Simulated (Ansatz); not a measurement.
This run works on a proposed trial structure, not on a known crystal.

Input and command of a plane-wave DFT calculation in Ansatz:

```yaml
crystal:
  lattice:
    - [3.7280704888, 0.0, 0.0]
    - [0.0, 3.7280704888, 0.0]
    - [0.0, 0.0, 35.6660511187]
  atoms:
    - { symbol: Sr, position: [0.0, 0.5, 0.6511523887] }
    - { symbol: Sr, position: [0.5, 0.0, 0.5501130664] }
    - { symbol: Sr, position: [0.0, 0.5, 0.8704362354] }
    - { symbol: Sr, position: [0.5, 0.0, 0.7511576259] }
    - { symbol: Sr, position: [0.5, 0.0, 0.1295637646] }
    - { symbol: Sr, position: [0.0, 0.5, 0.2488423741] }
    - { symbol: Sr, position: [0.5, 0.0, 0.3488476113] }
    - { symbol: Sr, position: [0.0, 0.5, 0.4498869336] }
    - { symbol: Ta, position: [0.5, 0.0, 0.9397994087] }
    - { symbol: Ta, position: [0.0, 0.5, 0.0602005913] }
    - { symbol: Ta, position: [0.0, 0.5, 0.9765723122] }
    - { symbol: Ta, position: [0.5, 0.0, 0.0234276878] }
    - { symbol: O, position: [0.5, 0.0, 0.8837247266] }
    - { symbol: O, position: [0.0, 0.5, 0.1162752734] }
basis:
  ecutwfc: 420
kpoints:
  mp_grid: { grid: [8, 8, 1] }
hamiltonian:
  xc: pbe
scf:
  occupations: { method: gaussian, width: 0.1 }
output:
  forces: true
  stress: true
  eigenvalues: true
relax:
  adjacent_minimum: "off"
  f_tol: 0.01
  max_steps: 30
  cell: { stress_tol: 0.1, fix: [volume] }
```

```bash
ansatz run input.yaml --threads 1 --pin off --max-ram 2560MiB --backend cpu --events-out ev --progress --plain --runs-dir out
```

Processor: Intel(R) Xeon(R) 6975P-C (Granite Rapids), 1 thread, on a host shared with other jobs.

Question: How long does it run, and how much memory does it take?

Answer: About 3.8 min, peak memory 0.97 GiB. It solves 87 bands at 15 k points (after reduction by symmetry) with about 9665 plane waves, in 75 SCF iterations over 8 ionic steps.
